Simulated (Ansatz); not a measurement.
The relaxed structure here is a generated cell of TiS2: the first start was made by placing the elements on the sites of a structure type, and the end was not matched to a known phase here, so it may be hypothetical. Known forms of TiS2 include space group No. 164.

The end point of a relaxation of TiS2. The numbers are results of PBEsol (plane waves to 420 eV, PAW, scalar-relativistic; Ansatz, a quantum-chemistry and plane-wave program), not measurements.

```xyz
9
Lattice="6.3667 0.0000 0.0000 -3.1834 5.5137 0.0000 0.0000 0.0000 4.0070" Properties=species:S:1:pos:R:3 pbc="T T T"
Ti     0.0000     0.0000     0.0000
Ti     0.0000     3.6758     0.9764
Ti     3.1834     1.8379     3.0307
S      2.1871     0.4538     1.0027
S      4.8801     1.6672     1.0027
S      2.4828     3.3927     1.0027
S      0.9962     5.0599     3.0044
S     -1.6968     3.8465     3.0044
S      0.7006     2.1210     3.0044
```

Problem. Determine the symmetry and give the standard cell with its independent sites.

Solution. Space group P-3 (No. 147); a = b = 6.3667 Å, c = 4.0070 Å, α = β = 90.00°, γ = 120.00°

| atom | site | symmetry | x | y | z |
|---|---|---|---|---|---|
| Ti | 1a | -3.. | 0.0000 | 0.0000 | 0.0000 |
| Ti | 2d | 3.. | 0.3333 | 0.6667 | 0.2437 |
| S | 6g | 1 | 0.3847 | 0.0823 | 0.2502 |

Problem. Give the shortest distances between elements (the closest pairs, up to four, under 3.6 Å).

Solution. S–Ti 2.45 Å; S–S 2.95 Å.

```json
{
 "volume_per_atom": "15.63 Å³",
 "band_gap": "no gap on the sampled points, where the bands overlap only slightly; such a result is sensitive to mesh and level"
}
```

No spin polarisation in the result.

The run could not lower the symmetry of its start; a shaken copy of this end point relaxes with PBEsol to P-62m (No. 189), 0.06 eV/atom lower.
